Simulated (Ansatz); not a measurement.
SiGeC₂:
```cif
data_C2GeSi
_chemical_formula_sum 'Ge1 Si1 C2'
_space_group_name_H-M_alt 'P 1'
_space_group_IT_number 1
_cell_length_a 3.17783
_cell_length_b 3.17783
_cell_length_c 4.48712
_cell_angle_alpha 90.000
_cell_angle_beta 90.000
_cell_angle_gamma 90.000
loop_
_space_group_symop_operation_xyz
  'x, y, z'
loop_
_atom_site_label
_atom_site_type_symbol
_atom_site_fract_x
_atom_site_fract_y
_atom_site_fract_z
_atom_site_occupancy
Ge1 Ge 0.50000 0.50000 0.50000 1
Si1 Si 0.00000 0.00000 0.00000 1
C1 C 0.50000 0.00000 0.76448 1
C2 C 0.00000 0.50000 0.23552 1
```

Relaxed with PBE.

**Question.** Which orbitals make up the states near the band edges in DFT-PBE in the program Ansatz with PAW potentials?

**Answer.** Top 1 eV of the valence band: C 2p 81 %, Ge 4p 11 %. Bottom 1 eV of the conduction band: C 2s 26 %, Si 3p 26 %, Ge 4p 24 %, C 2p 8 %, outside the projected shells 13 %. Projections are on Löwdin-orthogonalised atomic valence shells; empty p or d shells of many metals are not among them.

**Question.** Tabulate the density of states.

**Answer.** States/eV per cell of 4 atoms, in 0.25 eV bins, energy from the valence-band maximum.

```csv
E (eV),total,C 2p,Ge 4p,Si 3p
-7.85,2.15,0.96,0.14,0.19
-7.60,2.27,1.01,0.16,0.18
-7.35,1.50,0.67,0.13,0.12
-7.10,1.13,0.49,0.10,0.10
-6.85,0.90,0.40,0.08,0.08
-6.60,0.72,0.32,0.06,0.07
-6.35,0.67,0.30,0.06,0.07
-6.10,0.65,0.30,0.05,0.07
-5.85,0.61,0.29,0.05,0.08
-5.60,0.59,0.28,0.05,0.08
-5.35,1.16,0.60,0.16,0.20
-5.10,1.38,0.74,0.23,0.25
-4.85,1.26,0.68,0.21,0.21
-4.60,1.56,0.85,0.26,0.24
-4.35,1.53,0.85,0.25,0.24
-4.10,1.50,0.85,0.24,0.24
-3.85,1.79,1.04,0.27,0.30
-3.60,1.99,1.19,0.29,0.34
-3.35,2.15,1.32,0.32,0.37
-3.10,2.20,1.37,0.34,0.34
-2.85,2.22,1.42,0.32,0.34
-2.60,2.30,1.50,0.32,0.34
-2.35,2.10,1.41,0.28,0.30
-2.10,1.99,1.37,0.28,0.25
-1.85,1.98,1.40,0.28,0.22
-1.60,1.94,1.40,0.30,0.16
-1.35,1.67,1.24,0.25,0.11
-1.10,1.83,1.40,0.27,0.10
-0.85,1.25,0.99,0.15,0.07
-0.60,0.88,0.72,0.09,0.04
-0.35,0.56,0.47,0.05,0.02
-0.10,0.12,0.11,0.01,0.00
0.15,0.00,0.00,0.00,0.00
0.40,0.00,0.00,0.00,0.00
0.65,0.00,0.00,0.00,0.00
0.90,0.00,0.00,0.00,0.00
1.15,0.00,0.00,0.00,0.00
1.40,0.00,0.00,0.00,0.00
1.65,0.02,0.00,0.01,0.01
1.90,0.10,0.01,0.03,0.03
2.15,0.21,0.02,0.05,0.06
2.40,0.29,0.03,0.07,0.08
2.65,0.40,0.04,0.09,0.10
2.90,0.48,0.06,0.10,0.12
3.15,0.59,0.09,0.12,0.14
3.40,0.74,0.13,0.15,0.18
3.65,0.87,0.16,0.17,0.20
3.90,1.07,0.22,0.19,0.23
4.15,1.47,0.31,0.24,0.29
4.40,2.22,0.49,0.34,0.42
4.65,2.19,0.53,0.31,0.40
4.90,2.70,0.61,0.38,0.45
5.15,2.22,0.51,0.36,0.31
5.40,1.42,0.32,0.23,0.15
5.65,1.16,0.29,0.16,0.10
5.90,0.91,0.25,0.09,0.07
6.15,1.41,0.34,0.23,0.17
6.40,2.68,0.58,0.55,0.43
```

Space group P-4m2. The start of the workflow was typed in or built on a structure type; neither database checked (COD, Materials Project) lists it. Whether it is the stable phase at ambient conditions was not checked. The PBE relaxation kept the symmetry of its start; whether a distortion lowers the energy is not shown. Scalar-relativistic: spin–orbit coupling is off unless named, which matters more the heavier the elements.

Potentials: the later of the program's two PAW sets.
